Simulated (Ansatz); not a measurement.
PbO:
```xyz
4
Lattice="3.9842 0.0000 0.0000 0.0000 3.9842 0.0000 0.0000 0.0000 5.1198" Properties=species:S:1:pos:R:3 pbc="T T T"
Pb     1.9921     0.0000     1.1848
Pb     0.0000     1.9921     3.9350
O      1.9921     1.9921     0.0000
O      0.0000     0.0000     0.0000
```

Relaxed with r²SCAN+D4. Special points in fractions of this cell's reciprocal vectors: Γ (0.000, 0.000, 0.000); X (0.000, 0.500, 0.000); M (0.500, 0.500, 0.000); Z (0.000, 0.000, 0.500); R (0.000, 0.500, 0.500); A (0.500, 0.500, 0.500).

Problem. List the band energies nearest the valence-band maximum at these points for r²SCAN+D4 with spin–orbit coupling in the plane-wave PAW code Ansatz.

Solution. In eV from the valence-band maximum; about four levels below and three above (degenerate sets whole), none deeper than 8.9 eV; points with the same levels are listed once.

```tsv
k	below	above
Γ	-1.77 -1.77 0.00 0.00	2.52 2.52 4.61 4.61
X	-1.71 -1.71 -1.71 -1.71	3.58 3.58 3.58 3.58
M	-1.21 -1.21 -1.21 -1.21	1.59 1.59 1.59 1.59
Z	-1.79 -1.79 -1.06 -1.06	2.11 2.11 4.05 4.05
R	-1.12 -1.12 -1.12 -1.12	3.23 3.23 3.23 3.23
A	-1.22 -1.22 -1.22 -1.22	3.64 3.64 3.64 3.64
```

Space group P4/nmm. Symmetry was held in the r²SCAN+D4 relaxation; of distortions, only those at the zone centre were tested.

Potentials: the later of the program's two PAW sets.
